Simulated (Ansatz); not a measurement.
**Notes on Ba2ZnWSe6**

```yaml
crystal:
  lattice:
    - [0.00000, 4.94378, 4.94378]
    - [4.94378, 0.00000, 4.94378]
    - [4.94378, 4.94378, 0.00000]
  atoms:
    - { symbol: W, position: [0.00000, 0.00000, 0.00000] }
    - { symbol: Ba, position: [0.25000, 0.25000, 0.25000] }
    - { symbol: Ba, position: [0.75000, 0.75000, 0.75000] }
    - { symbol: Zn, position: [0.50000, 0.50000, 0.50000] }
    - { symbol: Se, position: [0.77600, 0.22400, 0.22400] }
    - { symbol: Se, position: [0.22400, 0.77600, 0.22400] }
    - { symbol: Se, position: [0.22400, 0.77600, 0.77600] }
    - { symbol: Se, position: [0.77600, 0.22400, 0.77600] }
    - { symbol: Se, position: [0.22400, 0.22400, 0.77600] }
    - { symbol: Se, position: [0.77600, 0.77600, 0.22400] }
```

The numbers come from plane-wave PAW DFT (Ansatz): PBE, no spin polarisation, 420 eV, 6×6×6 Γ-centred k points, gaussian occupations (width 0.0398 eV). Nothing was relaxed.

(1) Is it stable against the elements?

(2) What does the stress say?

(3) Is there a gap?

(4) Describe some of the short contacts.

(5) How is the charge shared?

Origin: a known structure type with other elements, at an estimated volume, so it need not be a known compound. Caveats: many states at the Fermi level without spin polarisation, so a magnetic state may lie lower; atoms or cell far from equilibrium.

Answers

(1) -0.25 eV an atom against the elements' usual phases (free molecules for gases, crystals otherwise, with no correction for O₂ or N₂), so it is bound against them; other compounds may still compete. Relaxing would lower it.

(2) The pressure is 21.6 GPa (compression positive), so with the atoms held at these fractions the cell would first expand; the forces are large, so a full relaxation may end otherwise.

(3) It is a metal, with about 4.3 states/eV a cell as the mean within 0.25 eV of the Fermi level, mostly Se p (73 %) and W d (17 %).

(4) W–Se at 2.21 Å: least valence density 0.92 e/Å³ and ELF 0.45 there. Zn–Se at 2.73 Å: least valence density 0.23 e/Å³ and ELF 0.23 there. Ba–Se at 3.51 Å: least valence density 0.09 e/Å³ and ELF 0.08 there. Both are smooth PAW fields, read partly inside the augmentation spheres.

(5) Bader charges in e: Ba +1.41, Zn +0.80, W +1.38, Se -0.83. In the mean Ba gives up most and Se takes most.
